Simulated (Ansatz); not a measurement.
Here is the system:

GaP (zinc blende)

```yaml
crystal:
  lattice:
    - [0.00000, 5.50603, 5.50603]
    - [2.75302, 2.75302, 5.50603]
    - [2.75302, 2.75302, 0.00000]
  atoms:
    - { symbol: P, position: [0.00000, 0.75000, 0.75000] }
    - { symbol: P, position: [0.50000, 0.75000, 0.75000] }
    - { symbol: Ga, position: [0.00000, 0.00000, 0.00000] }
    - { symbol: Ga, position: [0.50000, 0.00000, 0.00000] }
```

A phonon eigenvector at X = (0.5, 0.5, 0.0) is frozen into this cell: atom i moves by Q times the vector below, so Q is the largest atomic displacement, in Å. The cell is held. (q is in reciprocal vectors of the primitive cell; the cell shown is doubled to hold the pattern.)

| atom | x | y | z |
|---|---|---|---|
| Ga3 | 0.000 | 0.000 | 1.000 |
| Ga4 | 0.000 | 0.000 | -1.000 |

Atoms not listed stay in place.

Computed with PBE (plane waves to 420 eV, PAW, scalar-relativistic; Ansatz, an electronic-structure program). k mesh 10×10×10 (Γ-centred), Fermi-Dirac smearing 0.05 eV. E stands for the smeared free energy. GaP was relaxed with its symmetry unable to fall. The zero of ΔE is the undisplaced structure.

The scan covers Q from -0.180 to 0.180 Å in 13 points.

Which space group does the distorted structure have?

P-4m2 (No. 115), lowered from F-43m.

Is this a single well or a double well?

A single well with its minimum at or next to zero displacement.

What is the energy change at Q = 0.180 Å?

478 meV/cell.

What harmonic wavenumber does the curvature at Q = 0 give?

241 cm⁻¹.

(A displaced cell: forces are minus the slopes of the energy, force constants its curvatures, and phonons follow from these.)
